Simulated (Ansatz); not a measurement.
GaSb (NiAs type, P6_3/mmc), a = b = 3.9472 Å, c = 7.2566 Å, α = β = 90.00°, γ = 120.00°.

Relaxed with PBE in the plane-wave PAW code Ansatz. Indices refer to the conventional cell of P6_3/mmc, a = 3.9472 Å, b = 3.9472 Å, c = 7.2566 Å, α = 90.00°, β = 90.00°, γ = 120.00°.

### Question
Simulate the powder diffraction pattern (Cu Kα, λ = 1.54184 Å; lines above 1 %) up to 2θ = 90°.

### Answer
Simulated powder pattern, Cu Kα, λ = 1.54184 Å (kinematic, ideal powder, no thermal factors, no anomalous dispersion; the 30 strongest lines at most, above 1 %, up to 2θ = 90°):

```csv
2θ (°),d (Å),I/Imax (%),hkl
24.53,3.628,5.2,(0002)
26.07,3.418,1.0,(1 0 -1 0)
28.87,3.092,100,(1 0 -1 1)
36.10,2.488,90,(1 0 -1 2)
45.96,1.975,28,(1 0 -1 3)
45.99,1.974,48,(1 1 -2 0)
50.29,1.814,12,(0004)
52.80,1.734,3.7,(1 1 -2 2)
55.21,1.664,16,(2 0 -2 1)
59.81,1.546,20,(2 0 -2 2)
67.05,1.396,8.8,(2 0 -2 3)
70.49,1.336,7.5,(1 0 -1 5)
70.51,1.336,26,(1 1 -2 4)
74.61,1.272,13,(2 1 -3 1)
78.60,1.217,18,(2 1 -3 2)
85.09,1.140,7.3,(1 0 -1 6)
85.13,1.140,9.2,(2 1 -3 3)
85.15,1.139,7.7,(3 0 -3 0)
88.35,1.106,4.3,(2 0 -2 5)
```

The start of the workflow was typed in or built on a structure type; neither database checked (COD, Materials Project) lists it. It is not the phase usual at ambient conditions (space group No. 216). The PBE relaxation kept the symmetry of its start; whether a distortion lowers the energy is not shown. Scalar-relativistic: spin–orbit coupling is off unless named, which matters more the heavier the elements.

Potentials: the earlier of the program's two PAW sets.
